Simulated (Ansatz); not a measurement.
GeW$_{2}$ in space group P6_3/mmc (No. 194; Ge on 2c, W on 2a, W on 2d) at seven volumes, the program Ansatz at the PBE level (PAW), shape and atoms relaxed at each. One row is withheld.

| V (Å³/atom) | P (GPa) |
|---|---|
| 14.263 | 26.98 |
| 14.734 | 16.48 |
| 15.204 | 7.56 |
| 15.674 | 0.00 |
| 16.144 | -6.41 |
| 16.614 | -11.81 |
| 17.085 | ? |

### Question
Fit the shown pressures and predict the withheld one.

### Answer
P = (3/2)B₀(x^(7/2) − x^(5/2))[1 + (3/4)(B′ − 4)(x − 1)] with x = (V₀/V)^(2/3). Least squares on the six rows gives V₀ = 15.675 Å³/atom, B₀ = 231 GPa, B′ = 4.47. At V = 17.085, x = 0.9442 and P = -16.42 GPa. The run itself gave -16.37 GPa.

The cell is a constructed one: a structure type filled with these elements; neither database checked (COD, Materials Project) lists it. Its standing as an ambient phase is unchecked. The cell was relaxed with PBE under the symmetry of its start; whether a distortion lowers the energy is not shown. The run is not spin-polarised. Scalar-relativistic: spin–orbit coupling is off unless named, which matters more the heavier the elements.

Potentials: the later of the program's two PAW sets.
